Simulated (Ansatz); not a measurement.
**Structure types of Fe compared at 31 GPa**

Structure types of Fe are relaxed in primitive cells with their symmetry kept at 31 GPa, on PAW files; LAPW relaxes the small cells further and takes the PAW cell for the others (marked *). The enthalpy is E + pV at zero temperature, without zero-point motion. Only the types listed were tried, and differences under about 5 meV/atom are mesh noise. Not among the end structures: fcc, which may lie lower.

All numbers are LDA results (scalar-relativistic) from Ansatz 0.2.0, with Fermi–Dirac smearing of 0.05 eV, spin-polarised from start moments Fe 2.5 μB. Methods: LAPW: all electrons, basis error target 0.5 meV/atom; PAW: frozen-core files, cutoff 420 eV.

k meshes: bcc 20×20×20, hcp 18×18×10, omega 10×10×13, simple hexagonal 19×19×18, dhcp 15×15×4.

The magnetic state is the one reached from the start moments; other orders weren't searched. The PAW files were made under PBE.

**Question.** Order the types by LAPW enthalpy, lowest first.
A. bcc
B. dhcp
C. simple hexagonal
D. omega
E. hcp

**Answer.** E (0 meV/atom), B (67 meV/atom), D (223 meV/atom), A (295 meV/atom), C (919 meV/atom).

```
      start type                   ends as          a, b, c (Å)  V (Å³/atom)  H − H(lowest), LAPW (meV/atom)  same, PAW  moment (μB/atom)
             bcc                bcc, Im-3m  2.663, 2.663, 2.663         9.44                           295.4      296.6              1.83
             hcp             hcp, P6_3/mmc  2.346, 2.346, 3.717         8.86                             0.0        0.0              0.00
           omega             omega, P6/mmm  3.680, 3.680, 2.301         9.00                           222.8      223.6              0.00
simple hexagonal  simple hexagonal, P6/mmm  2.301, 2.301, 2.070         9.49                           919.1      919.7              0.54
           dhcp*            dhcp, P6_3/mmc  2.335, 2.335, 7.532         8.89                            66.7       66.5              0.00
```
